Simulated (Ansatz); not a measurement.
Relaxed-ion elastic tensor of TiO₂ (anatase, space group No. 141) in GPa (Voigt order), DFT-r²SCAN in the program Ansatz with PAW potentials; density 3.88 g/cm³, 11.40 Å³ per atom.

```
 365   159   153   0.0   0.0   0.0
 159   365   153   0.0   0.0   0.0
 153   153   209   0.0   0.0   0.0
 0.0   0.0   0.0  50.6   0.0   0.0
 0.0   0.0   0.0   0.0  50.6   0.0
 0.0   0.0   0.0   0.0   0.0  64.8
```

**Question.** Is the crystal mechanically stable?

**Answer.** Yes: the smallest eigenvalue of C is 50.6 GPa.

**Question.** Work out the Voigt, Reuss and Hill averages.

**Answer.** K_V = 207, K_R = 190, K_H = 199; G_V = 64.8, G_R = 59.2, G_H = 62.0 GPa.

**Question.** Give Young's modulus, Poisson's ratio, Pugh's ratio and the universal anisotropy index.

**Answer.** E = 9KG/(3K + G) = 168 GPa; ν = 0.36; K/G = 3.21 (ductile by the Pugh limit of 1.75); A_U = 5G_V/G_R + K_V/K_R − 6 = 0.57.

**Question.** Estimate the sound speeds and the Debye temperature.

**Answer.** v_l = √((K + 4G/3)/ρ) = 8520 m/s, v_t = √(G/ρ) = 4000 m/s, mean 4500 m/s; Θ = (h/k)(3n/4πV)^(1/3) v_m = 595 K.

**Question.** How much does each axis shrink under pressure?

**Answer.** Linear compressibilities β_i = Σ_j S_ij (j = 1 to 3): x 0.90, y 0.90, z 3.5 per TPa.

Space group I4_1/amd (anatase). The cell was relaxed with r²SCAN under the symmetry of its start. No spin polarisation was allowed.

Potentials: the later of the program's two PAW sets.
